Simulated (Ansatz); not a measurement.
MoP:
Space group P-6m2 (No. 187); a = b = 3.2068 Å, c = 3.1736 Å, α = β = 90.00°, γ = 120.00°

```
atom  site  symmetry       x       y       z
----  ----  --------  ------  ------  ------
Mo      1a      -6m2  0.0000  0.0000  0.0000
P       1d      -6m2  0.3333  0.6667  0.5000
```

Relaxed with PBEsol.

Q: Which orbitals make up the states near the Fermi level in DFT-PBEsol in the program Ansatz with PAW potentials?

A: Within 0.5 eV of the Fermi level: Mo 4d 85 %, P 3p 10 %. Projections are on Löwdin-orthogonalised atomic valence shells; empty p or d shells of many metals are not among them.

Q: Tabulate the density of states.

A: States/eV per cell of 2 atoms, in 0.25 eV bins, energy from the Fermi level.

```csv
E (eV),total,Mo 4d,P 3p,P 3s
-7.85,0.02,0.00,0.01,0.00
-7.60,0.06,0.01,0.03,0.00
-7.35,0.15,0.03,0.09,0.01
-7.10,0.52,0.13,0.31,0.02
-6.85,0.94,0.29,0.53,0.02
-6.60,1.57,0.56,0.85,0.03
-6.35,1.92,0.72,1.03,0.04
-6.10,1.00,0.40,0.52,0.03
-5.85,0.87,0.36,0.44,0.02
-5.60,0.81,0.34,0.41,0.02
-5.35,0.95,0.38,0.50,0.03
-5.10,1.13,0.45,0.60,0.03
-4.85,1.43,0.59,0.75,0.03
-4.60,1.45,0.70,0.66,0.02
-4.35,1.28,0.66,0.55,0.02
-4.10,1.65,0.79,0.77,0.02
-3.85,2.12,1.03,1.00,0.02
-3.60,2.22,1.15,0.96,0.03
-3.35,1.63,0.92,0.64,0.01
-3.10,1.37,0.86,0.48,0.01
-2.85,0.92,0.59,0.31,0.00
-2.60,0.19,0.12,0.07,0.00
-2.35,1.60,1.22,0.28,0.01
-2.10,2.43,1.92,0.33,0.02
-1.85,1.76,1.37,0.25,0.02
-1.60,1.42,1.08,0.21,0.01
-1.35,0.85,0.63,0.15,0.01
-1.10,0.41,0.35,0.04,0.00
-0.85,0.52,0.47,0.03,0.00
-0.60,0.91,0.81,0.06,0.01
-0.35,1.11,0.99,0.08,0.01
-0.10,0.87,0.75,0.08,0.01
0.15,0.67,0.55,0.08,0.01
0.40,0.56,0.44,0.09,0.01
0.65,0.67,0.50,0.11,0.02
0.90,0.82,0.60,0.14,0.03
1.15,1.09,0.79,0.19,0.05
1.40,2.00,1.45,0.30,0.12
1.65,2.80,2.10,0.40,0.14
1.90,2.55,1.81,0.46,0.13
2.15,1.27,0.81,0.30,0.07
2.40,0.88,0.58,0.18,0.05
2.65,1.00,0.52,0.28,0.10
2.90,1.26,0.62,0.36,0.16
3.15,1.56,0.77,0.38,0.26
3.40,1.71,0.80,0.45,0.27
3.65,1.43,0.62,0.46,0.15
3.90,0.98,0.39,0.40,0.05
4.15,0.91,0.34,0.41,0.03
4.40,1.03,0.38,0.47,0.02
4.65,1.31,0.48,0.57,0.03
```

Symmetry was held in the PBEsol relaxation; of distortions, only those at the zone centre were tested. No spin polarisation was allowed. Scalar-relativistic: spin–orbit coupling is off unless named, which matters more the heavier the elements.

Potentials: the earlier of the program's two PAW sets.
